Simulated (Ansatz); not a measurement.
Data:

ZrB2:
```xyz
3
Lattice="3.1327 0.0000 0.0000 -1.5664 2.7130 0.0000 0.0000 0.0000 3.4887" Properties=species:S:1:pos:R:3 pbc="T T T"
Zr     0.0000     0.0000     0.0000
B      0.0000     1.8087     1.7443
B      1.5664     0.9043     1.7443
```

This is the LDA-relaxed structure. Tensor components refer to the Cartesian frame of this cell.

Problem. All from the program Ansatz at the LDA level (PAW), unless another level is named. Estimate the Poisson's ratio.

Solution. 0.14.

Problem. What about the highest zone-centre frequency?

Solution. 796 cm⁻¹.

Problem. Predict the elastic constants (relaxed ions, GPa).

Solution. C11 = 606, C12 = 59.7, C13 = 137, C33 = 472, C44 = 276.

Space group P6/mmm. The cell was relaxed with LDA under the symmetry of its start; of distortions, only those at the zone centre were tested. The run is not spin-polarised. As this level gives no gap, shear constants depend on the k-mesh and smearing (Fermi–Dirac, 0.1 eV here). As this level gives no gap, phonon frequencies hold no LO–TO term and depend on the k-mesh and smearing (Fermi–Dirac, 0.1 eV here).

Potentials: the later of the program's two PAW sets.
